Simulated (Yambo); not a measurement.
Quantum ESPRESSO input (PBEsol, PseudoDojo standard norm-conserving files, scalar-relativistic) whose wavefunctions are converted with p2y:

```
&CONTROL
  calculation = 'nscf'
  pseudo_dir = './pseudo'
  outdir = './out'
/
&SYSTEM
  ibrav = 0
  nat = 2
  ntyp = 2
  ecutwfc = 44.0
  ecutrho = 176.0
  occupations = 'fixed'
  force_symmorphic = .true.
  nbnd = 151
/
&ELECTRONS
  conv_thr = 2e-09
  diago_full_acc = .true.
  diago_thr_init = 1e-08
/
ATOMIC_SPECIES
Al 26.9815 Al.upf
P 30.9738 P.upf
CELL_PARAMETERS angstrom
  0.000000000000   2.734886897000   2.734886897000
  2.734886897000   0.000000000000   2.734886897000
  2.734886897000   2.734886897000   0.000000000000
ATOMIC_POSITIONS crystal
Al   0.000000000000   0.000000000000   0.000000000000
P   0.250000000000   0.250000000000   0.250000000000
K_POINTS automatic
4 4 4 0 0 0
```

Yambo's initialisation report on symmetry, reciprocal space, the k grid and the gaps on this mesh:

```
  [02.02] Symmetries
  ==================

  Inversion symmetry    : yes
  Spatial inversion     : no
  Inversion index       :  25
  K-space Time-reversal : yes
  Magnetic symmetries   : no
  Time-reversal derived K-space symmetries:   25   48
  Group table correct   : yes
  Symmetries units      :  [cc]

  [02.03] Reciprocal space
  ========================

  nG shells         :  161
  nG charge         :  10969
  nG WFs            :  1787
  nC WFs            :  1380
  G-vecs. in first 16 shells:  [ Number ]
     1    9   15   27   51   59   65   89  113
   137  169  181  229  259  283  307
  ...
  Shell energy in first 16 shells:  [ mHa ]
    0.00000      554.261      739.015      1478.03      2032.29      2217.05      2956.06      3510.32      3695.08
    4434.09      4988.35      5912.12      6466.38      6651.14      7390.15      7944.41
  ...

  [02.04] K-grid lattice
  ======================

  Compatible Grid is   : 3D
  Base K vectors       :  K_min[ 1 ]  K_min[ 2 ]  K_min[ 3 ]
  K_min[ 1 ] :  0.000000  0.000000  0.250000 [rlu]
  K_min[ 2 ] :  0.250000  0.000000  0.000000 [rlu]
  K_min[ 3 ] :  0.000000 -0.250000  0.000000 [rlu]
  Grid dimensions      :   4   4   4
  K lattice UC volume  :  0.014038 [a.u.]

  IBZ K-points                                      :   8
  BZ  K-points                                      :   64

  K/Q-points units:
  rlu = crystal or reduced units; cc = cartesian coordinates; iku = interal k-units

  K [1]          [rlu]:  0.000000  0.000000  0.000000
         WF components:  1363
  K [2]          [rlu]:  0.000000  0.000000  0.250000
         WF components:  1363
  K [3]          [rlu]:  0.000000  0.000000 -0.500000
         WF components:  1380
  K [4]          [rlu]:  0.000000  0.250000  0.250000
         WF components:  1355
  K [5]          [rlu]:  0.000000  0.250000 -0.500000
         WF components:  1359
  K [6]          [rlu]:  0.000000  0.250000 -0.250000
         WF components:  1360
  K [7]          [rlu]:  0.000000 -0.500000 -0.500000
         WF components:  1362
  K [8]          [rlu]:  0.250000 -0.500000 -0.250000
         WF components:  1348

  [02.05] Energies & Occupations
  ==============================

  [X] === General ===
  [X] Electronic Temperature                        :  0.000000  0.000000 [eV K]
  [X] Bosonic    Temperature                        :  0.000000  0.000000 [eV K]
  [X] Finite Temperature mode                       : no
  [X] El. density                                   :  0.19554E+24 [cm-3]
  [X] Fermi Level                                   :  4.926007 [eV]

  [X] === Gaps and Widths ===
  [X] Conduction Band Min                           :  1.445723 [eV]
  [X] Valence Band Max                              :  0.000000 [eV]
  [X] Filled Bands                                  :   4
  [X] Empty Bands                                   :    5  151
  [X] Direct Gap                                    :  3.128636 [eV]
  [X] Direct Gap localized at k                     :  1
  [X] Indirect Gap                                  :  1.445723 [eV]
  [X] Indirect Gap between kpts                     :   1   7
  [X] Last valence band width                       :  2.848431 [eV]
  [X] 1st conduction band width                     :  2.769277 [eV]
```
The gaps are PBEsol values on this mesh alone; only operations without fractional translations are kept.

Geometry relaxed with PBEsol.
